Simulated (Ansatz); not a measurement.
Zr₂TlC:
Space group P6₃/mmc (No. 194); a = b = 3.3457 Å, c = 14.9096 Å, α = β = 90.00°, γ = 120.00°

```csv
atom,site,symmetry,x,y,z
Zr,4f,3m.,0.6667,0.3333,0.0819
Tl,2c,-6m2,0.3333,0.6667,0.2500
C,2a,-3m.,0.0000,0.0000,0.0000
```

Relaxed with PBEsol.

**Question.** Which orbitals make up the states near the Fermi level in plane-wave PAW PBEsol (Ansatz code)?

**Answer.** Within 0.5 eV of the Fermi level: Zr 4d 71 %, Tl 6p 18 %. Projections are on Löwdin-orthogonalised atomic valence shells; empty p or d shells of many metals are not among them.

**Question.** Tabulate the density of states.

**Answer.** States/eV per cell of 8 atoms, in 0.25 eV bins, energy from the Fermi level.

```csv
E (eV),total,Zr 4d,C 2p,Tl 6p
-7.85,0.92,0.08,0.00,0.21
-7.60,0.86,0.08,0.01,0.21
-7.35,0.84,0.08,0.01,0.22
-7.10,0.82,0.08,0.01,0.22
-6.85,0.83,0.09,0.01,0.22
-6.60,0.83,0.09,0.01,0.21
-6.35,0.85,0.10,0.01,0.21
-6.10,0.88,0.11,0.01,0.20
-5.85,0.92,0.13,0.02,0.19
-5.60,1.00,0.15,0.02,0.17
-5.35,1.14,0.19,0.03,0.15
-5.10,1.71,0.30,0.05,0.14
-4.85,1.60,0.35,0.11,0.10
-4.60,1.09,0.32,0.20,0.07
-4.35,2.33,0.86,0.87,0.15
-4.10,4.72,1.70,1.86,0.24
-3.85,5.32,1.86,2.29,0.20
-3.60,3.44,1.23,1.57,0.11
-3.35,2.97,1.13,1.38,0.09
-3.10,4.81,1.84,2.31,0.12
-2.85,6.17,2.42,3.11,0.15
-2.60,17.00,6.83,9.20,0.34
-2.35,0.71,0.22,0.29,0.15
-2.10,0.75,0.17,0.09,0.41
-1.85,1.44,0.36,0.13,0.79
-1.60,3.15,1.33,0.20,1.30
-1.35,7.14,3.98,0.40,2.15
-1.10,7.20,4.28,0.42,1.91
-0.85,7.01,4.16,0.27,2.01
-0.60,6.17,3.47,0.33,1.82
-0.35,4.00,2.59,0.21,0.92
-0.10,3.12,2.22,0.13,0.56
0.15,1.85,1.45,0.04,0.22
0.40,2.01,1.64,0.04,0.20
0.65,3.26,2.72,0.06,0.25
0.90,3.44,2.73,0.12,0.39
1.15,4.15,3.17,0.18,0.53
1.40,4.30,3.31,0.20,0.49
1.65,3.89,3.01,0.20,0.41
1.90,3.93,3.07,0.19,0.39
2.15,4.79,3.83,0.21,0.42
2.40,6.58,5.37,0.27,0.50
2.65,5.41,4.26,0.25,0.42
2.90,7.13,5.23,0.37,0.68
3.15,5.26,3.60,0.36,0.51
3.40,3.70,2.48,0.32,0.44
3.65,8.32,6.18,0.72,0.69
3.90,9.61,7.05,0.80,0.77
4.15,7.28,5.10,0.61,0.74
4.40,5.97,3.88,0.47,0.68
4.65,6.44,3.99,0.46,0.73
```

Space group P6_3/mmc. The workflow started from a Materials Project entry (that database holds measured and hypothetical structures alike); the Crystallography Open Database copy checked does not list it. Whether it is the stable phase at ambient conditions was not checked. The cell was relaxed with PBEsol under the symmetry of its start; of distortions, only those at the zone centre were tested. No spin polarisation was allowed. Spin–orbit coupling is left out wherever it is not named.

Potentials: the earlier of the program's two PAW sets.
